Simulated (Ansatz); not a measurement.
ZrPt:
```yaml
crystal:
  lattice:
    - [1.69928, -5.14960, 0.00000]
    - [1.69928, 5.14960, 0.00000]
    - [0.00000, 0.00000, 4.27208]
  atoms:
    - { symbol: Zr, position: [0.85834, 0.14166, 0.75000] }
    - { symbol: Zr, position: [0.14166, 0.85834, 0.25000] }
    - { symbol: Pt, position: [0.59133, 0.40867, 0.75000] }
    - { symbol: Pt, position: [0.40867, 0.59133, 0.25000] }
```

This is the PBEsol-relaxed structure.

Q: All from plane-wave PAW PBEsol (Ansatz code), unless another level is named. Predict the bulk modulus (Birch–Murnaghan fit).

A: 178 GPa.

Q: And the highest zone-centre frequency?

A: 193 cm⁻¹.

Space group Cmcm. The first step of the workflow began from a Materials Project structure, measured or hypothetical; the Crystallography Open Database copy checked does not list it. COD files the formula under space group No. 221, so this cell is another polymorph or a model. Whether it is the stable phase at ambient conditions was not checked. Symmetry was held in the PBEsol relaxation; of distortions, only those at the zone centre were tested. The run is not spin-polarised. As this level gives no gap, phonon frequencies hold no LO–TO term and depend on the k-mesh and smearing (Fermi–Dirac, 0.1 eV here). Spin–orbit coupling is left out wherever it is not named.

Potentials: the later of the program's two PAW sets.
